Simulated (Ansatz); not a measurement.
## PPb2OF, a known structure type with other elements, at an estimated volume

```
CELL_PARAMETERS angstrom
-5.60910 0.00000 0.00000
0.00000 -5.60910 0.00000
0.00000 2.80455 6.14834
ATOMIC_POSITIONS crystal
Pb 0.77710 0.89635 0.29270
Pb 0.22290 0.39635 0.29270
Pb 0.77710 0.60365 0.70730
Pb 0.22290 0.10365 0.70730
O 0.00000 0.25000 0.50000
O 0.00000 0.75000 0.50000
F 0.50000 0.25000 0.50000
F 0.50000 0.75000 0.50000
P 0.77420 0.25000 0.00000
P 0.22580 0.75000 0.00000
```

Level: PBE, no spin polarisation; 420 eV; 6×7×7 Γ-centred mesh; fermi-dirac occupations (width 0.1 eV); Ansatz 0.2.0, fixed geometry.

(1) Give the Bader charges.

(2) What happens at the Fermi level?

(3) Is it stable against the elements?

(4) What do density and ELF say about some of the short contacts?

Origin: a known structure type with other elements, at an estimated volume, so it need not be a known compound. Caveats: many states at the Fermi level without spin polarisation, so a magnetic state may lie lower; atoms or cell far from equilibrium.

## Answers

(1) Bader charges in e: P -0.59, Pb +1.25, O -1.14, F -0.77. In the mean Pb gives up most and O takes most.

(2) It is a metal, with about 7.8 states/eV a cell as the mean within 0.25 eV of the Fermi level, mostly P p (67 %).

(3) -0.68 eV an atom against the elements' usual phases (free molecules for gases, crystals otherwise, with no correction for O₂ or N₂), so it is bound against them; other compounds may still compete. Relaxing would lower it.

(4) Pb–O at 2.27 Å: least valence density 0.49 e/Å³ and ELF 0.21 there. Pb–F at 2.45 Å: least valence density 0.29 e/Å³ and ELF 0.12 there. F–O at 2.80 Å: least valence density 0.11 e/Å³ and ELF 0.04 there. These are pseudo-fields; inside the PAW spheres they differ from the all-electron ones.
